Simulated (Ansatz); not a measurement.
## Field gradients of TiPt3 from run to run

Cell of run 1: a structure deposited in the COD, atoms as given.

```
CELL_PARAMETERS angstrom
3.89700 0.00000 0.00000
0.00000 3.89700 0.00000
0.00000 0.00000 3.89700
ATOMIC_POSITIONS crystal
Ti 0.00000 0.00000 0.00000
Pt 0.00000 0.50000 0.50000
Pt 0.50000 0.00000 0.50000
Pt 0.50000 0.50000 0.00000
```

Atom numbers follow the list; atoms alike are taken as one site, whose name carries the number of the first.

Relaxed positions (PBE, cell held):

```
CELL_PARAMETERS angstrom
3.89700 0.00000 0.00000
0.00000 3.89700 0.00000
0.00000 0.00000 3.89700
ATOMIC_POSITIONS crystal
Ti 0.00000 0.00000 0.00000
Pt 0.00000 0.50000 0.50000
Pt 0.50000 0.00000 0.50000
Pt 0.50000 0.50000 0.00000
```

All runs are DFT with Ansatz 0.2.0 (plane waves and PAW, scalar-relativistic unless spin–orbit coupling is named, Γ-centred meshes, Fermi–Dirac smearing where given) in this cell.

Run 1: PBE, atoms as given; 420 eV, 9×9×9 k-points, smearing 0.05 eV.
Run 2: r2SCAN, at the relaxed atoms; 500 eV, 9×9×9 k-points, smearing 0.05 eV.
Run 3: PBE with spin–orbit coupling, at the relaxed atoms; 420 eV, 9×9×9 k-points, smearing 0.05 eV.
Run 4: PBEsol, at the relaxed atoms; 420 eV, 9×9×9 k-points, smearing 0.05 eV.

```csv
run,Pt V_zz (η)
1,-7.86 (0.00)
2,-8.31 (0.00)
3,-6.29 (0.00)
4,?
```

V_zz in 10²¹ V/m²; 1 of the 2 sets of like atoms are followed.

(1) Estimate the row of run 4.

## Answers

(1) Pt: -7.63 (0.00). It lies nearest to run 1, from whose tensors on these sites it differs by 0.23 at most (largest principal value of the difference, on Pt). Taken one at a time, spin–orbit coupling moves the tensors on these sites by up to 1.57 (largest principal value of the change, on Pt), the functional (between the two that differ most) by 0.67 (Pt).

With these PAW files V_zz is typically within 2 to 3 % of all-electron values, but misses above 10 % occur on Pt. In runs 1, 2, 3, 4 there is no gap above 0.1 eV, so the gradients can move by 10 % or more with the k-mesh. The cell isn't the equilibrium one in runs 1, 3 (calculated pressure 10, 10 GPa), and the entry's cell may itself be off.
